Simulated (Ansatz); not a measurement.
The relaxed structure here is a generated cell of ScSi: the first start was made by placing the elements on the sites of a structure type, and the end was not matched to a known phase here, so it may be hypothetical.

A trial cell of ScSi was relaxed with PBE (plane waves to 420 eV, PAW, scalar-relativistic; Ansatz, a program for electronic structure).

Before: P3₂21 (No. 154), hP6; a = 3.7758 Å, b = 3.7758 Å, c = 8.6501 Å, α = 90.00°, β = 90.00°, γ = 120.00°.

After relaxation:

Simulated powder pattern, Cu Kα1, λ = 1.54056 Å (kinematic, ideal powder, no thermal factors, no anomalous dispersion; the 24 strongest lines at most, above 1 %, up to 2θ = 90°):

```csv
2θ (°),I/Imax (%)
27.02,9.7
35.19,100
38.80,1.2
41.75,60
50.44,1.5
55.71,24
58.31,1.6
58.47,21
71.97,21
74.39,9.6
76.22,8.9
83.27,2.4
89.13,12
```

Problem. Identify the relaxed structure from its pattern: crystal system, space group and cell.

Solution. Trigonal, R-3m, hexagonal axes (No. 166), hR2; a = b = 4.3237 Å, c = 6.9561 Å, α = β = 90.00°, γ = 120.00°. Sites: Sc 3a (0.000, 0.000, 0.000); Si 3b (0.000, 0.000, 0.500).

Problem. Index the strongest lines.

Solution. 35.19° (0 1 -1 2), 41.75° (1 1 -2 0), 55.71° (2 0 -2 2), 58.47° (1 0 -1 4), 71.97° (1 2 -3 2).

No spin polarisation in the result. The relaxed primitive cell holds an odd number of electrons. A magnetic state may lie lower.

The run could not lose the symmetry of its start: the end is stationary, and may be a saddle point rather than a minimum.
